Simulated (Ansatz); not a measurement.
CH3Cl on a (100) slab of Ta (Im-3m (No. 229)), 4 planes, outer planes Ta (top) and Ta (bottom), 1 a cell of 43.2 Å², relaxed and still whole (its atoms last):

```xyz
21
Lattice="6.5699 0.0000 0.0000 0.0000 6.5699 0.0000 0.0000 0.0000 25.0752" Properties=species:S:1:pos:R:3 pbc="T T T"
Ta    1.6425    4.9274    8.0000
Ta    1.6425    1.6425    8.0000
Ta    4.9274    4.9274    8.0000
Ta    4.9274    1.6425    8.0000
Ta    3.2849    3.2849    9.6425
Ta    3.2849    0.0000    9.6425
Ta    0.0000    3.2849    9.6425
Ta    0.0000    0.0000    9.6425
Ta    4.9275    1.6383   11.3023
Ta    4.9273    4.9444   11.2726
Ta    1.6426    1.6485   11.2980
Ta    1.6431    4.9173   11.2447
Ta    0.1092   -0.0302   12.8757
Ta   -0.0078    3.3551   12.7984
Ta    3.1770   -0.0294   12.8761
Ta    3.2930    3.3529   12.7993
C    -1.6288   -0.9829   16.1378
Cl   -1.6366    0.3923   14.8440
H    -1.6415   -1.9028   15.5419
H    -0.7054   -0.8592   16.7112
H    -2.5345   -0.8486   16.7362
```

All numbers below come from Ansatz, DFT PBE+D3(BJ), scalar-relativistic, plane waves, PAW. Settings: cutoff 420 eV, Γ-centred mesh 3×3×1 on the computed 21-atom cell, Gaussian smearing of 0.10 eV; no spin polarisation. The cell repeats along c with a dipole correction in the vacuum.

It binds with 0.95 eV a molecule against the clean slab and the free molecule (no zero-point or thermal terms); its shortest contact is Cl–Ta 2.67 Å. Take first-order desorption with no barrier to adsorption, no reaction on the face and an assumed prefactor of 10^13 s⁻¹.

Question: How long does a molecule stay at 573 K?

Answer: τ = ν⁻¹·exp(E/k_BT) with k_BT = 0.0494 eV: E/k_BT = 19.2, so τ ≈ 2×10^-5 s. At about one hit a site a second (10⁻⁶ mbar) the coverage is near τ × 1 s⁻¹, so a layer needs roughly 4×10^-2 mbar.

Question: Where does its peak lie in a desorption experiment heated at 1 K/s?

Answer: The peak obeys E/(k_B·T_p²) = (ν/β)·exp(−E/k_BT_p). Solving gives T_p ≈ 341 K (E/k_BT_p = 32.3). An error of 0.1 eV in E moves it by about 36 K, and larger molecules have larger prefactors, which lowers it.

Question: Is this physisorption or chemisorption?

Answer: The tightest contact, Cl–Ta 2.66 Å, is 0.98 times the sum of covalent radii, and deformation and lateral interaction add up to +0.14 eV. This is chemisorption.

The molecule may also break up before it leaves, which wasn't tried.